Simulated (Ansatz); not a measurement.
# ZrNbP squeezed and stretched

A database entry relaxed whole under r2SCAN (Pnma):

```xyz
12
Lattice="6.9028 0.0000 0.0000 0.0000 3.5719 0.0000 0.0000 0.0000 8.3245" Properties=species:S:1:pos:R:3 pbc="T T T"
Zr    0.2451    0.8930    2.7586
Zr    3.2064    2.6789    6.9208
Zr    3.6965    0.8930    1.4037
Zr    6.6578    2.6789    5.5659
Nb    0.9526    0.8930    7.8285
Nb    2.4988    2.6789    3.6662
Nb    4.4040    0.8930    4.6583
Nb    5.9502    2.6789    0.4960
P     1.7988    0.8930    5.3443
P     1.6526    2.6789    1.1820
P     5.2502    0.8930    7.1425
P     5.1041    2.6789    2.9802
```

The cell was scaled uniformly, its shape held, and the atoms relaxed at each volume with plane-wave PAW DFT (Ansatz 0.2.0; r2SCAN, 500 eV, 5×9×4 Γ-centred mesh, fermi-dirac occupations of width 0.100 eV; no spin, no spin-orbit coupling). One row is withheld.

| volume (Å³/atom) | energy over the lowest (meV/atom) | pressure (GPa) |
| --- | --- | --- |
| 16.078 | 37.8 | 12.59 |
| 16.420 | ? | ? |
| 16.762 | 3.8 | 3.76 |
| 17.104 | 0.0 | -0.01 |
| 17.446 | 3.9 | -3.42 |
| 17.788 | 14.6 | -6.48 |
| 18.130 | 31.6 | -9.23 |

Task: Fit the pressures of the other rows to the third-order Birch-Murnaghan form.

Result: With f = [(V₀/V)^(2/3) − 1]/2 and P = 3B₀f(1 + 2f)^(5/2)[1 + 3(B₀′ − 4)f/2], least squares gives V₀ = 17.10 Å³ an atom, B₀ = 179 GPa and B₀′ = 4.2; the rows miss the fit by less than 0.01 GPa. The slope of the energies differs from these pressures by 0.06 GPa, since they are taken to zero smearing while pressures follow the free energy.

Task: What does the withheld row hold?

Result: The fit gives 7.94 GPa at 16.420 Å³; the run gave 7.95 GPa and 16.1 meV an atom.

Caveats: the shape of the cell was held, so B₀ is an upper bound where the axes differ in stiffness; 0 K, fixed nuclei; the symmetry was kept, and this need not be the phase that is stable at 0 K; one mesh for all volumes; pressure is positive in compression.
